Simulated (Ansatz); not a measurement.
Consider the following.

BaTiO3:
```yaml
crystal:
  lattice:
    - [3.97020, 0.00000, 0.00000]
    - [0.00000, 3.97020, 0.00000]
    - [0.00000, 0.00000, 3.97020]
  atoms:
    - { symbol: Ba, position: [0.50000, 0.50000, 0.50000] }
    - { symbol: Ti, position: [0.00000, 0.00000, 0.00000] }
    - { symbol: O, position: [0.50000, 0.00000, 0.00000] }
    - { symbol: O, position: [0.00000, 0.50000, 0.00000] }
    - { symbol: O, position: [0.00000, 0.00000, 0.50000] }
```

This is the PBEsol-relaxed structure.

Q: All from DFT-PBEsol in the program Ansatz with PAW potentials, unless another level is named. Predict the Born charges (a third of the trace).

A: Ba +2.78, Ti +7.34, O -3.37 e.

Q: What about the electronic dielectric constant ε∞ (DFPT)?

A: 6.73.

Space group Pm-3m (cubic perovskite). This is a known high-temperature phase of the composition, computed here at zero pressure and temperature. The PBEsol relaxation kept the symmetry of its start; its stability against distortions is not shown here. The run is not spin-polarised. Scalar-relativistic: spin–orbit coupling is off unless named, which matters more the heavier the elements.

Potentials: the earlier of the program's two PAW sets. The files were generated under PBE; for other functionals the program regenerates the frozen cores, and for LDA and PBEsol the local potential too.
